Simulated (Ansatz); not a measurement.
# Cs3CdBr5 (I4/mcm): the band gap by level of theory

All numbers come from the plane-wave code Ansatz. No magnetic order and no zero-point or thermal motion.

The cell is Cs3CdBr5 (I4/mcm) from a database structure; cell and atoms were relaxed with r2SCAN. It is tetragonal, I4/mcm (No. 140); conventional cell a = 9.633 Å, c = 15.981 Å, 41.19 Å³ an atom. Around Cs lie 8 Br at 3.56–3.82 Å; around Cs lie 10 Br at 3.99–4.00 Å; around Cd lie 4 Br at 2.60 Å; around Br lie 1 Cd at 2.60 Å and 5 Cs at 3.56–3.99 Å; around Br lie 6 Cs at 3.64–4.00 Å.

```yaml
crystal:
  lattice:
    - [-4.81646, 4.81646, 7.99053]
    - [4.81646, -4.81646, 7.99053]
    - [4.81646, 4.81646, -7.99053]
  atoms:
    - { symbol: Cs, position: [0.15659, 0.65659, 0.81317] }
    - { symbol: Cs, position: [0.84341, 0.34341, 0.18683] }
    - { symbol: Cs, position: [0.65659, 0.84341, 0.50000] }
    - { symbol: Cs, position: [0.34341, 0.15659, 0.50000] }
    - { symbol: Cs, position: [0.75000, 0.75000, 0.00000] }
    - { symbol: Cs, position: [0.25000, 0.25000, 0.00000] }
    - { symbol: Cd, position: [0.25000, 0.75000, 0.50000] }
    - { symbol: Cd, position: [0.75000, 0.25000, 0.50000] }
    - { symbol: Br, position: [0.80234, 0.30234, 0.80270] }
    - { symbol: Br, position: [0.49964, 0.99964, 0.19730] }
    - { symbol: Br, position: [0.30234, 0.49964, 0.50000] }
    - { symbol: Br, position: [0.99964, 0.80234, 0.50000] }
    - { symbol: Br, position: [0.19766, 0.69766, 0.19730] }
    - { symbol: Br, position: [0.50036, 0.00036, 0.80270] }
    - { symbol: Br, position: [0.69766, 0.50036, 0.50000] }
    - { symbol: Br, position: [0.00036, 0.19766, 0.50000] }
    - { symbol: Br, position: [0.00000, 0.00000, 0.00000] }
    - { symbol: Br, position: [0.50000, 0.50000, 0.00000] }
```

Gaps on the r2SCAN cell, each the least over its mesh and the special points:
```json
{"level": "PBE", "k mesh": "4×4×4", "gap (eV)": "3.13", "kind": "indirect", "edges": "M → Γ", "least direct gap (eV)": "3.14"}
{"level": "PBE+SOC", "k mesh": "4×4×4", "gap (eV)": "3.00", "kind": "direct", "edges": "Γ", "least direct gap (eV)": "3.00"}
{"level": "r2SCAN", "k mesh": "4×4×4", "gap (eV)": "3.68", "kind": "indirect", "edges": "M → Γ", "least direct gap (eV)": "3.69"}
{"level": "HSE06", "k mesh": "2×2×2", "gap (eV)": "4.31", "kind": "indirect", "edges": "M → Γ", "least direct gap (eV)": "4.33"}
{"level": "PBE0", "k mesh": "2×2×2", "gap (eV)": "5.03", "kind": "indirect", "edges": "M → Γ", "least direct gap (eV)": "5.05"}
```
PBE: smearing of 0.02 eV; the others have fixed occupations.
Wave cutoffs: 420 eV, 500 eV (r2SCAN).

HSE06 gives an indirect gap of 4.31 eV, from M to Γ; the least direct gap is 4.33 eV at Γ. Least and direct gap differ so little that the kind isn't settled. Spin-orbit coupling changes the PBE gap by -0.12 eV, to 3.00 eV, and turns it direct.

r2SCAN covers 47 % of the step from PBE to HSE06. Spin-orbit coupling moves the least or the direct gap by up to 0.14 eV, so it has to be included where a tenth of an eV counts. Direct and least gap lie within 0.04 eV at some levels, so the kind of gap isn't settled.

r2SCAN (ground state on 4×4×4): The electronic dielectric tensor ε∞ is 2.78 along x and y, 2.82 along z. Born charges, averaged over directions: Cs +1.28, Cd +1.94, Br -1.28 to -1.13 e. The program notes that the ground state's band table doesn't vouch for all the bands that the response reads.

Only the levels marked +SOC include spin-orbit coupling.

The meshes of the hybrids are coarse, so their gaps aren't converged to the digits shown.
